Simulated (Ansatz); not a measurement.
An Ansatz (an electronic-structure program) input:

Ansatz 0.2 input:
```yaml
crystal:
  lattice:
    - [3.7743376974, 0.0, 0.0]
    - [0.0, 3.7743376974, 0.0]
    - [0.0, 0.0, 3.8951547245]
  atoms:
    - { symbol: La, position: [0.5, 0.5, 0.5] }
    - { symbol: Al, position: [0.0, 0.0, 0.0] }
    - { symbol: O, position: [0.5, 0.0, 0.0] }
    - { symbol: O, position: [0.0, 0.5, 0.0] }
    - { symbol: H, position: [0.0, 0.0, 0.5] }
kpoints:
  mp_grid: { grid: [8, 8, 8] }
  band_path:
    path:
      - [[0.0, 0.0, 0.0], [0.0, 0.5, 0.0], [0.5, 0.5, 0.0], [0.0, 0.0, 0.0], [0.0, 0.0, 0.5], [0.0, 0.5, 0.5], [0.5, 0.5, 0.5], [0.0, 0.0, 0.5]]  # Γ-X-M-Γ-Z-R-A-Z
      - [[0.0, 0.5, 0.0], [0.0, 0.5, 0.5]]  # X-R
      - [[0.5, 0.5, 0.0], [0.5, 0.5, 0.5]]  # M-A
    npoints: 8
basis: { ecutwfc: 600 }
hamiltonian:
  xc: r2scan
  pseudopotentials: { azcp: { folder: ./paw }, kind: paw_fr }
magnetization: { noncollinear: true, spin_orbit: true }
scf:
  n_extra_bands: 13
  convergence: { dr2_threshold: 0.0000000001 }
  occupations: { method: gaussian, width: 0.05 }
output: { eigenvalues: true }
```

**Question.** How many symmetry operations and irreducible k-points will the run report?

**Answer.** 16 operations, 75 of 512 k-points.

**Question.** With a cutoff of 600 eV, how many plane waves at Γ?

**Answer.** 1863.

It took very roughly 4 core-minutes on shared server cores.

Space group P4/mmm. The start of the workflow was typed in or built on a structure type; neither database checked (COD, Materials Project) lists it. Whether it is the stable phase at ambient conditions was not checked. Symmetry was held in the r²SCAN relaxation; its stability against distortions is not shown here.

Potentials: the earlier of the program's two PAW sets.

Ansatz is a plane-wave DFT program.
